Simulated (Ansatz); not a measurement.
## GdGa3Cu, a database entry at a rescaled volume

```xyz
5
Lattice="-2.0690 2.0690 5.2907 2.0690 -2.0690 5.2907 2.0690 2.0690 -5.2907" Properties=species:S:1:pos:R:3 pbc="T T T"
Gd    0.0000    0.0000    1.2284
Cu    0.0000    0.0000    5.4399
Ga    0.0000    2.0690    3.8756
Ga    2.0690    0.0000    3.8756
Ga    0.0000    0.0000    7.7868
```

Single point in Ansatz 0.2.0 with PBE, with U_eff = 2.34 eV on Cu d, U_eff = 5.29 eV on Gd f (all-electron-ortho-atomic projectors), spin-orbit coupling. Cutoff 420 eV, PAW datasets, 6×6×6 Γ-centred k mesh, gaussian filling (width 0.0767 eV).

Magnetic state (reached from a saved solution, and it need not be the lowest): Gd1 along (0.82, -0.56, 0.08).

Problem. Where is the largest force?

Solution. The largest is on Ga5: 1.34 eV/Å, components (0.00, 0.00, -1.34). It makes 0° with the line to a nearest neighbour, Cu2 at 2.35 Å, pointing towards it.

Problem. Is the cell too large or too small?

Solution. The pressure is 2.1 GPa (compression positive), so with the atoms held at these fractions the cell would first expand; the forces are large, so a full relaxation may end otherwise.

Problem. How is the charge shared?

Solution. Bader charges in e: Gd +1.46, Ga -0.43 to -0.20, Cu -0.64. In the mean Gd gives up most and Cu takes most.

Problem. What happens at the Fermi level?

Solution. It is a metal, with about 1.5 states/eV a cell as the mean within 0.25 eV of the Fermi level, mostly Ga p (41 %), Gd d (34 %) and Ga s (14 %).

Problem. How large are the moments?

Solution. Gd1 7.11 μB of spin moment in Bader basins; net size 7.06 μB a cell.

Origin: a database entry at a rescaled volume. Caveats: the k mesh is coarse if the cell is a metal; the SCF threshold is loose for a stress.
